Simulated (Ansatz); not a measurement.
## Collinear states of WSe

Theory: DFT r2SCAN, scalar-relativistic, plane waves, PAW in Ansatz 0.2.0.

```
W Se
1.0
     0.00000    2.83887    2.83887
     2.83887    0.00000    2.83887
     2.83887    2.83887    0.00000
W Se
1 1
Direct
  0.00000 0.00000 0.00000
  0.25000 0.25000 0.25000
```

The plane-wave cutoff is 500 eV and the Γ-centred k-mesh is 12×12×12. The occupation rule is Gaussian smearing, 0.1 eV, the list of starting moments (μB, in atom order) is 1 0 and the check for lower electronic states after the SCF is off.

All runs keep this geometry, which isn't relaxed for the lowest state (largest force there 0.000 eV/Å, pressure -1.9 GPa) and needn't be a stable compound; relaxing each order would shift the differences by some 8 meV/atom, going by the pressures and a bulk modulus of about 150 GPa. A propagation vector, in units of the reciprocal vectors, doubles the cell, which takes an equally dense mesh. Spin–orbit coupling is left out, which for heavy magnetic ions can matter as much as these differences. r2SCAN tends to overstate moments in metals, so a weak moment here may be absent in the real material. Site moments are spin moments in atom-centred spheres that scale with the neighbour distance. The states are those that the runs reached from these starts; a lower one can exist.

Problem. Starts tried: no spin; ferromagnetic; antiferromagnetic, doubled cell, propagation vector (0, 1/2, 1/2). Which state comes out lowest, and what are the moments?

Solution. The lowest state is ferromagnetic, reached from the start “ferromagnetic”, with site moments (μB) W +0.87.

```
                                                            start ends energy above lowest (meV/atom) site moments (μB) gap on mesh (eV) P (GPa)
                                                          no spin non-magnetic                            95.6     none over 0.05             metal     -4.4
                                                    ferromagnetic ferromagnetic                            0.00            W +0.87             metal     -1.9
antiferromagnetic, doubled cell, propagation vector (0, 1/2, 1/2) antiferromagnetic                            27.2   W +0.89, W -0.89             metal     -1.6
```

Cost: 3 runs of about 5.4 core-minutes in all, on Arm Neoverse V1 (shared hosts).